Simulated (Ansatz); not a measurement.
Method: DFT PBE, scalar-relativistic, plane waves, PAW (Ansatz). Settings: cutoff 420 eV, Γ-centred meshes spaced at most about 0.3 Å⁻¹, and about 0.25 Å⁻¹ or finer for metals (2π included), Gaussian smearing. No spin polarisation in the final relaxations.

These are static total energies at zero pressure. Both are relaxed sheets, periodic along a and b.

Two relaxed structures of Si:

A.

```yaml
crystal:
  periodic: [true, true, false]
  lattice:
    - [2.39932, 0.00000, 0.00000]
    - [0.00000, 2.41794, 0.00000]
    - [0.00000, 0.00000, 23.80000]
  atoms:
    - { symbol: Si, position: [0.50000, 0.50000, 0.29412] }
```

B.

```yaml
crystal:
  periodic: [true, true, false]
  lattice:
    - [2.44567, 0.00000, 0.00000]
    - [0.00000, 3.37048, 0.00000]
    - [0.00000, 0.00000, 27.40863]
  atoms:
    - { symbol: Si, position: [0.00000, 0.00000, 0.32064] }
    - { symbol: Si, position: [0.50000, 0.50000, 0.26312] }
```

Task: Which form is favoured at zero pressure, and by what margin per atom?

Result: B is lower, by 103 meV/atom. A has layer group p4/mmm (No. 61), 5.8 Å²/atom and no gap on its mesh; B has layer group pmmn (No. 46), 4.1 Å²/atom and no gap. Counting all near atoms (those within 1.25 times the shortest such distance or 1.15 times the sum of covalent radii), A has Si 4 and B has Si 6. In A, Si at height 0.00 Å has 4 Si at 2.40–2.42 Å. In B, Si at height 1.58 Å has 6 Si at 2.45–2.61 Å. Both come from invented guesses.

Cells relaxed within their symmetry can be saddle points.
